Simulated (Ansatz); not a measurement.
Question: Bulk modulus by a P(V) fit from LDA minus that from r²SCAN (% of the latter), each on its own relaxed cell (Ansatz, a first-principles code, plane waves, PAW; no spin–orbit coupling, no Hubbard U), over 25 phases of the class «sulfides, selenides and tellurides»: what sign and size do you expect?

Answer: Mean 11 %, median 12 %, mean absolute 11 %; eight in ten lie between 5 and 15 %, and 100 % are above zero.

Some cases that may be named, with their rank among the 25 from the lowest: MgS, wurtzite 2 % (rank 1); MgS, zinc blende 3 % (rank 3); Cd2SeS, P3m1 (Cd on 1a, Cd on 1b, Se on 1b, S on 1a) 12 % (rank 12); CdS, rock salt 12 % (rank 13); BaTe, rock salt 15 % (rank 23); CdTe, rock salt 17 % (rank 24).

The phases are those computed here (of each formula those with measured values and the lowest at some level), not a balanced benchmark, and neither functional is the truth. Pairs that end in unlike spin orders or unlike minima (c/a over 6 % apart, 30 % for weakly bound crystals), magnets with 4f shells, solids of gases and phases set aside for tests are left out.

Not the usual ambient phase: CdS, rock salt; CdTe, rock salt. Standing as an ambient phase not checked: MgS, wurtzite; MgS, zinc blende; Cd2SeS, P3m1 (Cd on 1a, Cd on 1b, Se on 1b, S on 1a). All cells were relaxed under the symmetry of their starts (and spin orders); stability against distortions was not tested throughout. Spin–orbit coupling is left out wherever it is not named.

Potentials: the later of the program's two PAW sets.

Ansatz is a plane-wave DFT program.
